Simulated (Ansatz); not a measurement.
Q: Each is relaxed and computed with the program Ansatz at the r²SCAN level (PAW). Which is the only metal?
(A) BN, P6_3mc (B on 2a, B on 2b, N on 2a, N on 2b)
(B) AlBRu, Cmcm (Al on 4c, B on 4c, Ru on 4c)
(C) BAs, zinc blende
(D) RuS2, Pa-3 (Ru on 4a, S on 8c)

A: B, AlBRu, Cmcm (Al on 4c, B on 4c, Ru on 4c). AlBRu: metal; BAs: gap 1.37 eV (indirect); BN: gap 6.08 eV (indirect); RuS2: gap 0.88 eV (indirect). Built on a structure type that need not be the filed one of that space group: BN, P6_3mc (B on 2a, B on 2b, N on 2a, N on 2b). Typed or built starts, not in the databases checked: AlBRu, Cmcm (Al on 4c, B on 4c, Ru on 4c). Not the usual ambient phase: BN, P6_3mc (B on 2a, B on 2b, N on 2a, N on 2b). All cells were relaxed under the symmetry of their starts (and spin orders); stability against distortions was not tested throughout. Rows with no word on spin ran without spin polarisation. Spin–orbit coupling is left out wherever it is not named.

Potentials: the later of the program's two PAW sets.
